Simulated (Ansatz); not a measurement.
LiCu2P2:
Space group I4/mmm (No. 139); a = 3.8576 Å, b = 3.8576 Å, c = 9.4900 Å, α = 90.00°, β = 90.00°, γ = 90.00°

| atom | site | symmetry | x | y | z |
|---|---|---|---|---|---|
| P | 4e | 4mm | 0.0000 | 0.0000 | 0.3871 |
| Cu | 4d | -4m2 | 0.0000 | 0.5000 | 0.2500 |
| Li | 2a | 4/mmm | 0.0000 | 0.0000 | 0.0000 |
(The calculation used a cell of 5 atoms; values per cell refer to that cell.)

Relaxed at zero pressure with the program Ansatz at the r²SCAN level (PAW).

Q: The volume is lowered by 3 % and shape and atoms relax at that volume. What pressure results, and how do the axes share the change?

A: 3.2 GPa; a -1.2 %, b -1.2 %, c -0.5 %; the energy rises by 4 meV/atom.

Q: Give the new structure.

A: 
Space group I4/mmm (No. 139); a = 3.810 Å, b = 3.810 Å, c = 9.438 Å, α = 90.00°, β = 90.00°, γ = 90.00°

```json
[
 {"atom": "P", "site": "4e", "symmetry": "4mm", "x": "0.0000", "y": "0.0000", "z": "0.3876"},
 {"atom": "Cu", "site": "4d", "symmetry": "-4m2", "x": "0.0000", "y": "0.5000", "z": "0.2500"},
 {"atom": "Li", "site": "2a", "symmetry": "4/mmm", "x": "0.0000", "y": "0.0000", "z": "0.0000"}
]
```

The phase is kept; no other phase was compared at this pressure.

The workflow started from an entry of the Crystallography Open Database (COD). Whether it is the stable phase at ambient conditions was not checked. Symmetry was held in the r²SCAN relaxation; its stability against distortions is not shown here. No spin polarisation was allowed.

Potentials: the later of the program's two PAW sets.
